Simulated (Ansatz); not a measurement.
A relaxed 1×1 slab of 6 planes, cut along (10-10) from a hcp crystal of one element, has a cell area of 15.79 Å² and a bulk spacing of 0.912 Å between its first planes. All-electron LAPW in Ansatz 0.2.0 (PBEsol, scalar-relativistic, no spin polarisation) gives γ = 2.01 J/m², Φ = 3.95 eV and a change of the outer spacing of -4.2 %. The hcp structure needn't be the element's own.

Which element is it?

Hf. This is the case that was computed; others weren't tested.
